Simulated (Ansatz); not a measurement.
**SiO₂: field gradients at two levels of theory**

Cell: an entry of the Crystallography Open Database (COD) (listed for 0.7 GPa), its atoms then relaxed with PBE in this cell.

Space group P4_12_12 (No. 92); a = 4.9028, c = 6.7782 Å.

```
site  Wyckoff  site symmetry       x       y       z
  Si       4a            ..2  0.3126  0.3126  0.0000
   O       8b              1  0.2334  0.1310  0.1924
```

One atom of each set is listed.

First run. Level of theory: DFT, PBE, plane waves and PAW, scalar-relativistic, 420 eV cutoff, Γ-centred 5×5×4 k-points, Fermi–Dirac smearing 0.02 eV (Ansatz 0.2.0).

| site | V_zz (10²¹ V/m²) | η |
| --- | --- | --- |
| Si | -0.46 | 0.83 |
| O | 9.14 | 0.24 |

Second run. The same atoms and settings, except that the functional is r2SCAN and the cutoff is 500 eV.

Task: What does the second run give?

Result: 

```
site   V_zz     η  change of V_zz
  Si  -0.46  0.77            0.00
   O   9.01  0.24           -0.13
```

The largest change of V_zz is on O, from 9.14 to 9.01. In per cent, |V_zz| changes by -1 on O (all sites that start above 0.5).

For the second run: The largest force is 0.3 eV/Å, so the atoms aren't at the calculated equilibrium and relaxing them would move these values.
